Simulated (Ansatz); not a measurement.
Al3GaN4:
```cif
data_Al3GaN4
_chemical_formula_sum 'Ga1 N4 Al3'
_space_group_name_H-M_alt 'P 1'
_space_group_IT_number 1
_cell_length_a 3.13003
_cell_length_b 3.13003
_cell_length_c 10.08187
_cell_angle_alpha 90.000
_cell_angle_beta 90.000
_cell_angle_gamma 120.000
loop_
_space_group_symop_operation_xyz
  'x, y, z'
loop_
_atom_site_label
_atom_site_type_symbol
_atom_site_fract_x
_atom_site_fract_y
_atom_site_fract_z
_atom_site_occupancy
Ga1 Ga 0.33333 0.66667 0.00566 1
N1 N 0.33333 0.66667 0.20052 1
Al1 Al 0.66667 0.33333 0.25788 1
N2 N 0.66667 0.33333 0.44644 1
Al2 Al 0.33333 0.66667 0.50476 1
N3 N 0.33333 0.66667 0.69320 1
Al3 Al 0.66667 0.33333 0.75127 1
N4 N 0.66667 0.33333 0.93981 1
```

Relaxed with PBEsol.

Task: Decompose the optical modes at the zone centre into irreducible representations, and say which are infrared and Raman allowed.

Result: Point group 3m: Γ_opt = 7A1 + 7E. Infrared: A1, E. Raman: A1, E.

Task: Assign frequencies (DFPT, PBEsol (plane waves, PAW; program Ansatz); without the LO–TO term).

Result: E 131, E 165, E 218, A1 276, A1 341, A1 488, E 573, A1 594, E 639, E 645, E 652, A1 703, A1 773, A1 806 cm⁻¹.

Space group P3m1. The start of the workflow was typed in or built on a structure type; neither database checked (COD, Materials Project) lists it. Its standing as an ambient phase is unchecked. The PBEsol relaxation kept the symmetry of its start; whether a distortion lowers the energy is not shown.

Potentials: the earlier of the program's two PAW sets. The files were generated under PBE; for other functionals the program regenerates the frozen cores, and for LDA and PBEsol the local potential too.
